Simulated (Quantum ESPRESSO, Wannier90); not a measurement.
# Wannierisation of GaSe (R3m)

Materials Project entry mp-11342; symmetrised, unrelaxed at this level. Not found in the COD (Crystallography Open Database) copy used, which has the formula in other groups; not checked further. Computed values, not measurements, from LDA: Quantum ESPRESSO (norm-conserving PseudoDojo potentials, cutoff 69 Ry, no spin polarisation, no spin-orbit coupling) on a Γ-centred 8×8×8 mesh, then Wannier90. Density: 10×10×10 mesh, cold smearing 0.01 Ry. The cell is built of weakly bound layers, chains or molecules, whose nearest atoms lie 4.52 Å apart. Database cells relaxed without dispersion often hold them too far apart, which can enlarge gaps and weakens couplings between them; spacing and stacking were not compared with the measured crystal. Spin-orbit coupling, left out, would split the p-like bands by a few tenths of an eV.

```
begin unit_cell_cart
ang
   -1.8870900523    3.2685358490    0.0000000000
   -3.7741801046    0.0000000000    0.0000000000
   -1.8870900523    1.0895119497    8.7047000000
end unit_cell_cart
mp_grid = 8 8 8
```

Neighbour vectors b of the finite-difference formula (Å⁻¹), by shell:

```json
[
 {"shell": "1", "b_x": "0.00000", "b_y": "0.00000", "b_z": "0.09023"},
 {"shell": "1", "b_x": "0.00000", "b_y": "0.00000", "b_z": "-0.09023"},
 {"shell": "2", "b_x": "-0.20810", "b_y": "-0.12015", "b_z": "-0.03008"},
 {"shell": "2", "b_x": "0.00000", "b_y": "0.24029", "b_z": "-0.03008"},
 {"shell": "2", "b_x": "-0.20810", "b_y": "0.12015", "b_z": "0.03008"},
 {"shell": "2", "b_x": "0.20810", "b_y": "0.12015", "b_z": "0.03008"},
 {"shell": "2", "b_x": "0.00000", "b_y": "-0.24029", "b_z": "0.03008"},
 {"shell": "2", "b_x": "0.20810", "b_y": "-0.12015", "b_z": "-0.03008"}
]
```

Find the weights w_b from the completeness condition Σ_b w_b b_α b_β = δ_αβ.

Shell 1: Σ b_x² = 0.000, Σ b_y² = 0.000, Σ b_z² = 0.016 Å⁻²
Shell 2: Σ b_x² = 0.173, Σ b_y² = 0.173, Σ b_z² = 0.005 Å⁻²
Each of the three diagonal sums, weighted, has to give 1 and the off-diagonal ones 0, which holds for w_1 = 59.5 Å², w_2 = 5.77 Å². Check on xx: 59.49×0.000 + 5.77×0.173 = 1.00.

On this mesh the 9 functions of bands 21-29 (valence bands; start: s functions at random places, conv_tol = 1.0e-6) end with spreads 1.9725, 2.0455, 1.9798, 2.0426, 2.0467, 2.0463, 2.3554, 2.0448, 2.0438 Å², Ω_I = 17.1845 Å² and Ω_D = 0.0278 Å².

Ω_total is the sum of the spreads, 18.577 Å². Ω_OD = Ω_total − Ω_I − Ω_D = 1.365 Å². Only (Ω_D + Ω_OD)/Ω_total = 7.5 % depends on the gauge, and another start could lower the total by that share at most. The rms radius is √(Ω_total/9) = 1.44 Å.
